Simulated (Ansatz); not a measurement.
## HfGeTe: strain energy, fitted

HfGeTe, P4/nmm, a = 3.838 Å, c = 8.444 Å. The structure is a COD entry; whether it is the stable form wasn't checked. Ansatz: PBEsol, PAW, 420 eV, Γ-centred 10×10×4 mesh on 6 atoms, Gaussian smearing 0.10 eV; no spin polarisation. Series: biaxial strain in the a-b plane, c and atoms relaxed; x is the strain in per cent. y is the free energy over the unstrained cell, V0 = 20.730 Å³/atom.

| x (%) | y (meV/atom) |
| --- | --- |
| -4.5 | 16.20 |
| -3.0 | 8.10 |
| -1.5 | ? |
| 0.0 | 0.00 |
| 1.5 | 5.33 |
| 3.0 | 21.14 |
| 4.5 | 46.97 |

**Question.** Fit y = c2 x² + c3 x³ to the other rows, turn c2 into a modulus, and predict the missing energy.

**Answer.** Least squares on the rows shown. y = 1.5732 x² + 0.17492 x³. In eV per unit strain² c2 is 15.73; M is the biaxial modulus (E = M V0 ε²): 15.73 × 160.2 / (20.730) = 122 GPa. With a term in x⁴ added, the coefficient of x² becomes 1.714, 9 % more, which shows how far this figure hangs on the form. At x = -1.5 the fit asked for gives 2.95 meV/atom. The run gave 4.38 meV/atom, so the fit is 1.43 meV/atom too low, within twice the rms miss on the fitted rows (1.35 meV/atom): the form describes this series only roughly.

Spin–orbit coupling is left out, which can shift energies with elements as heavy as these.